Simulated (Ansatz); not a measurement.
**Relaxing a structure of KCl**

The start is a relaxed KCl cell deformed by the Cartesian strain tensor (xx, yy, zz, yz, xz, xy) = (0.005, 0.072, 0.007, 0.001, 0.070, 0.076). A full variable-cell relaxation at zero pressure is run with r2SCAN (plane waves to 500 eV, PAW, scalar-relativistic; Ansatz, a first-principles code). The first steps use a coarse 7×6×6 k-mesh.

Input geometry:
```
CELL_PARAMETERS angstrom
      0.45777     3.37582     3.17132
      3.38054     0.24225     3.38684
      3.40099     3.61179     0.22180
ATOMIC_POSITIONS crystal
  Cl 0.00000 0.00000 0.00000
  K  0.50000 0.50000 0.50000
```

Q: By how much does the energy per atom fall from start to end?

A: 0.045 eV/atom.

Q: How does the volume per atom move from start to end?

A: -6.8 %, from 33.44 to 31.16 Å³/atom.

Q: Does it find its way back to the structure it was made from?

A: It relaxes back to the parent, Fm-3m (No. 225).

Q: How do the shortest distances between atoms change?

A: The closest pairs of elements (up to four, under 3.6 Å), start → end: Cl–K 3.18 → 3.15 Å.

Q: Is the relaxed structure metallic? Give its gap.

A: 5.83 eV, direct at Γ (no spin-orbit coupling).

Final structure:

```cif
data_Cl4K4
_chemical_formula_sum 'Cl4 K4'
_space_group_name_H-M_alt 'Fm-3m'
_space_group_IT_number 225
_space_group_name_Hall '-F 4 2 3'
_cell_length_a 6.29323
_cell_length_b 6.29323
_cell_length_c 6.29323
_cell_angle_alpha 90.000
_cell_angle_beta 90.000
_cell_angle_gamma 90.000
loop_
_atom_site_label
_atom_site_type_symbol
_atom_site_symmetry_multiplicity
_atom_site_Wyckoff_symbol
_atom_site_fract_x
_atom_site_fract_y
_atom_site_fract_z
_atom_site_occupancy
Cl1 Cl 4 a 0.00000 0.00000 0.00000 1
K1 K 4 b 0.50000 0.50000 0.50000 1
```
(The calculation used a cell of 2 atoms; values per cell refer to that cell.)

Final values are on a 9×9×9 k-mesh of the relaxed cell. No spin polarisation in the result.

The run could not lose the symmetry of its start.

All atoms sit on sites fixed by symmetry, so only the cell could relax.
